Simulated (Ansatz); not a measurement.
**VClO (Pmmn): one cell, several electronic states**

**What was measured.**

From “Electronic structure of the two-dimensional Heisenberg antiferromagnet VOCl: a multi-orbital Mott insulator”, 2009, arxiv:0909.2029, for a bulk crystal of VClO: Néel temperature 79 K.

The calculation is set against this at the end.

All numbers are calculated (PBEsol+U, U = 4.0 eV, J = 0.7 eV (Liechtenstein form) on V d, fully localised double counting, scalar-relativistic datasets, 420 eV, PAW set soft_2 (made for PBE), 6×5×3 mesh, Gaussian smearing of 0.05 eV) with the plane-wave PAW code Ansatz.

```yaml
crystal:
  lattice:
    - [3.30000, 0.00000, 0.00000]
    - [0.00000, 3.78000, 0.00000]
    - [0.00000, 0.00000, 7.91000]
  atoms:
    - { symbol: V, position: [0.00000, 0.50000, 0.11480] }
    - { symbol: V, position: [0.50000, 0.00000, 0.88520] }
    - { symbol: Cl, position: [0.50000, 0.50000, 0.32790] }
    - { symbol: Cl, position: [0.00000, 0.00000, 0.67210] }
    - { symbol: O, position: [0.50000, 0.50000, 0.95420] }
    - { symbol: O, position: [0.00000, 0.00000, 0.04580] }
```

The structure is that of a cell as deposited in COD, unrelaxed.

Cell and atoms stay fixed, and the cell was started in 18 ways, of which 1 didn't converge and is left out, without spin–orbit coupling. The starts were built for 2 d electrons on V, a formal count that the converged states needn't keep. Starting moments of the plain starts: V1 2.00; V2 2.00 μB (atoms counted from 1).

Energies count from the lowest free state found; constrained states (a lock kept on the moments, or spin off) can lie above or below free ones. A natural orbital (eigenvector of a shell's occupation matrix) is counted as filled above 0.75 (0.9 in a metal) and as partly filled from 0.35 up to that; ↑ and ↓ are the spin channels.

| state | reached from | ΔE (meV/atom) | gap (eV) | P (GPa) | cell spin moment (μB) | site spin moments (μB; Gaussian-weighted where vectors) | shell filling | Hubbard energy (eV/cell) | flags |
| --- | --- | --- | --- | --- | --- | --- | --- | --- | --- |
| 1 | ferromagnetic start, free, symmetry kept, no search; ferromagnetic start, free, default search; ferromagnetic start, free, natural orbitals of the symmetric run filled by rank; 1 more | 0.0 | 1.82 | 1.7 | 4.00 | V 1.49 | V 2↑ 0↓, 3.30 e | 3.06 | – |
| 2 | canted directions held, 90° (constrained) | 1.1 | 1.83 | – | 2.81 | largest 1.66 | V 2 filled of 10 spin orbitals, 3.30 e | 3.05 | – |
| 3 | antiferromagnetic directions held (constrained) | 2.2 | 1.83 | 1.7 | 0.00 | V 1.47, -1.47 | V 2↑ 0↓, 3.30 e; V 0↑ 2↓, 3.30 e | 3.04 | – |
| 4 | ferrimagnetic site moments held at V1 1.49; V2 -0.60 μB at first, then free; antiferromagnetic start, free; antiferromagnetic site moments held at V1 1.49; V2 -1.49 μB at first, then free | 2.2 | 1.83 | 1.7 | 0.00 | V 1.47, -1.47 | V 2↑ 0↓, 3.30 e; V 0↑ 2↓, 3.30 e | 3.04 | – |
| 5 | site moments held at V1 1.42; V2 1.42 μB (constrained) | 4.8 | 1.93 | – | 4.00 | V 1.42; O 0.07 | V 2↑ 0↓, 3.31 e | 3.05 | – |
| 6 | total moment locked, 3.60 μB per cell (constrained) | 80.3 | metal | 1.1 | 3.60 | V 1.35 | V 2↑ 0↓, 3.33 e | 3.41 | – |
| 7 | ferrimagnetic site moments held at V1 1.49; V2 -0.75 μB (constrained) | 127.8 | metal | – | 0.76 | V 1.49, -0.75; Cl -0.07; O -0.06 | V 2↑ 0↓, 3.30 e; V 0↑(+1 partly) 1↓(+1 partly), 3.38 e | 3.55 | lock stalled near its target |
| 8 | total moment locked, 3.00 μB per cell (constrained) | 177.3 | metal | 0.3 | 3.00 | V 1.13 | V 1↑(+1 partly) 0↓(+1 partly), 3.36 e | 3.81 | – |
| 9 | site moments held at V1 0.90; V2 0.90 μB (constrained) | 218.5 | metal | – | 2.99 | V 0.90; Cl 0.08; O 0.14 | V 1↑(+1 partly) 0↓(+1 partly), 3.38 e | 3.84 | lock stalled near its target |
| 10 | total moment locked, 1.00 μB per cell (constrained) | 250.8 | metal | 0.0 | 1.00 | V 0.37 | V 1↑(+1 partly) 0↓(+1 partly), 3.37 e | 3.79 | – |
| 11 | no spin polarisation | 722.3 | metal | -3.4 | 0.00 | under 0.05 | V 0 filled, 2 partly in each spin, 3.41 e | 6.32 | – |
| 12 | total moment locked at zero, no site moments, 0.00 μB per cell (constrained) | 722.3 | metal | -3.4 | 0.00 | under 0.05 | V 0↑(+2 partly) 0↓(+2 partly), 3.41 e | 6.32 | – |

The lowest free state (state 1) has 2 d electrons in filled orbitals, 2 of them unpaired, the high-spin filling, a gap of 1.82 eV and a whole-number cell moment of 4 μB, as a collinear insulator must have. Its natural occupations are V1 spin up: 0.14 0.25 0.25 0.99 0.99; V1 spin down: 0.06 0.07 0.11 0.22 0.23; V2 spin up: 0.14 0.25 0.25 0.99 0.99; V2 spin down: 0.06 0.07 0.11 0.22 0.23. Since all bands are wholly filled or empty, the fractional occupations (0.11, 0.14, 0.22, 0.23, 0.25) come from mixing of the shell with the neighbours' orbitals (covalency), not from partly filled bands.

State 4 lies 2.2 meV/atom higher, or 0.013 eV per cell. It has 2 d electrons in filled orbitals, 2 of them unpaired, the high-spin filling, a gap of 1.83 eV; natural occupations V1 spin up: 0.13 0.24 0.25 0.99 0.99; V1 spin down: 0.06 0.07 0.12 0.23 0.23; V2 spin up: 0.06 0.07 0.12 0.23 0.23; V2 spin down: 0.13 0.24 0.25 0.99 0.99. They differ in magnetic order (signs of the magnetic ions' moments, up to an overall flip, ++ in state 1, +− in state 4). The Hubbard term of the energy is 3.06 eV per cell in state 1 and 3.04 eV in state 4. The two differ by 0.01 eV, within U times the program's tolerance on the occupations (0.002), so the energy difference isn't parted into terms.

In the lowest free state the fixed cell carries a pressure of 1.7 GPa (the cell is smaller than this level of theory would relax to) and forces up to 0.16 eV/Å; relaxing would change energies and could change the order of close states.

Measured magnetic order: antiferromagnetic, with a Néel temperature of 79 K (“Electronic structure of the two-dimensional Heisenberg antiferromagnet VOCl: a multi-orbital Mott insulator”, 2009, arxiv:0909.2029). The lowest state here has parallel moments, unlike the measured order; the pattern of opposed moments run needn't be the measured one.

A still lower state can't be excluded. For metallic states the mesh is coarse, so energy differences carry some meV/atom. U wasn't fitted or computed for this material, so the results show what this U gives and needn't match the real solid. Stress under a held lock on site moments or directions isn't converged. Gaps are Kohn–Sham gaps over the k-mesh alone and may be smaller between its points. Site moments are integrated in small spheres and here fall short of the shell's N↑ − N↓.
